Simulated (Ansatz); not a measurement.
# ZrC (Fm-3m), a vibration from a frozen displacement

Computed with DFT PBEsol, scalar-relativistic, plane waves, PAW in Ansatz. Settings: plane waves to 420 eV, k-mesh 18×18×18 (Γ-centred), Gaussian smearing 0.15 eV. No spin polarisation. Energies are free energies at this smearing, counted from the undisturbed cell; pressure is positive in compression.

Reference structure (as given, not relaxed at this level; it stands at -4.6 GPa):

```yaml
crystal:
  lattice:
    - [0.00000, 2.35021, 2.35021]
    - [2.35021, 0.00000, 2.35021]
    - [2.35021, 2.35021, 0.00000]
  atoms:
    - { symbol: Zr, position: [0.50000, 0.50000, 0.50000] }
    - { symbol: C, position: [0.00000, 0.00000, 0.00000] }
```

Every C atom is moved by x along the Cartesian unit vector (0.000, 0.000, -1.000); the cell and all other atoms stay fixed. The cell's volume is 25.96 Å³; the moved atoms weigh 12.011 u together and the others 91.224 u. Some rows repeat others by symmetry and weren't run.

| x (Å) | ΔE (meV/cell) | total force on the moved atoms along the move (eV/Å) | pressure (GPa) |
| --- | --- | --- | --- |
| -0.3000 | 358.14 | 2.8179 | 3.1279 |
| -0.2625 | 262.41 | 2.2970 | 1.2163 |
| -0.2250 | 185.14 | 1.8328 | -0.3944 |
| -0.1875 | 124.32 | 1.4194 | -1.7210 |
| -0.1500 | 77.92 | 1.0656 | -2.7724 |
| -0.1125 | 43.60 | 0.7733 | -3.5694 |
| -0.0750 | 19.50 | 0.5155 | -4.1272 |
| -0.0375 | 4.91 | 0.2611 | -4.4513 |
| 0.0000 | 0.00 | 0.0000 | -4.5584 |
| 0.0375 | 4.91 | -0.2611 | -4.4513 |
| 0.0750 | 19.50 | -0.5155 | -4.1272 |
| 0.1125 | 43.60 | -0.7733 | -3.5694 |
| 0.1500 | 77.92 | -1.0656 | -2.7724 |
| 0.1875 | 124.32 | -1.4194 | -1.7210 |
| 0.2250 | 185.14 | -1.8328 | -0.3944 |
| 0.2625 | 262.41 | -2.2970 | 1.2163 |
| 0.3000 | 358.14 | -2.8179 | 3.1279 |

Q: What frequency belongs to this motion?

A: The force constant is k = −dF/dx = 6.963 eV/Å², from the parabola through x = -0.0375, 0 and 0.0375. In every cell the moved atoms swing against the rest, so the mass is μ = m₁m₂/(m₁ + m₂) = 10.614 u, and ν̃ = 521.5 cm⁻¹ × √(|k|/μ) = 422 cm⁻¹, at this cell's pressure of -4.6 GPa. To first order in x, and within 1 %, the force on every atom lies along the move and, within each of the two groups, in proportion to the atom's mass, so this is itself a mode at the zone centre of this cell.

Q: How far does the harmonic law reach?

A: At x = -0.300 Å, kx²/2 = 313.32 meV against the computed 358.14 meV (+14.3 %): the well stiffens in this direction at large amplitude.

Q: The pressure changes with x². What does that say about the frequency under compression?

A: With E = k(V)x²/2, k ∝ V^(−2γ) and x scaling with the cell as V^(1/3), P − P0 = −∂E/∂V = (2γ − 2/3) ΔE/V. At x = 0.0750 Å, V(P − P0) = 25.96 × 0.43126 / 160.2 eV = 69.88 meV and ΔE = 19.50 meV, so γ = 1/3 + V(P − P0)/(2ΔE) = 2.13. This is the Grüneisen parameter of the motion under uniform scaling of the cell: shrinking the cell evenly by 1 % in volume raises the frequency by about 2.13 %.

In a metal these slopes depend on the k mesh and the smearing.